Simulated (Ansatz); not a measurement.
GaBPb: reading a single point

```xyz
6
Lattice="3.3211 0.0000 0.0000 0.0000 3.3211 0.0000 0.0000 0.0000 8.3739" Properties=species:S:1:pos:R:3 pbc="T T T"
Pb    2.4908    2.4908    6.1182
Pb    0.8303    0.8303    2.2557
Ga    0.8303    0.8303    7.6588
Ga    2.4908    2.4908    0.7151
B     2.4908    2.4908    3.4768
B     0.8303    0.8303    4.8971
```

The numbers come from plane-wave PAW DFT (Ansatz): r2SCAN, no spin polarisation, 500 eV, 10×10×4 Γ-centred k points, fermi-dirac occupations (width 0.0289 eV). Nothing was relaxed.

Problem. Is the cell too large or too small?

Solution. The pressure is 21.8 GPa (compression positive), so with the atoms held at these fractions the cell would first expand; the forces are large, so a full relaxation may end otherwise. The principal stresses 17.2, 24.1, 24.1 GPa differ, so its shape would change too.

Problem. Give the Bader charges.

Solution. Bader charges in e: Ga +0.07, B -0.38, Pb +0.31. In the mean Pb gives up most and B takes most, against the order of Pauling's electronegativities.

Problem. Where is the largest force?

Solution. The largest is on Pb1 (and as large on other atoms): 2.68 eV/Å, components (0.00, 0.00, -2.68). It makes 0° with the line to a nearest neighbour, B5 at 2.64 Å, pointing towards it.

Problem. What happens at the Fermi level?

Solution. It is a metal, with about 2.3 states/eV a cell as the mean within 0.25 eV of the Fermi level, mostly B p (33 %), Ga p (22 %) and Pb p (17 %).

Origin: a known structure type with other elements, at an estimated volume, so it need not be a known compound. Caveats: atoms or cell far from equilibrium.
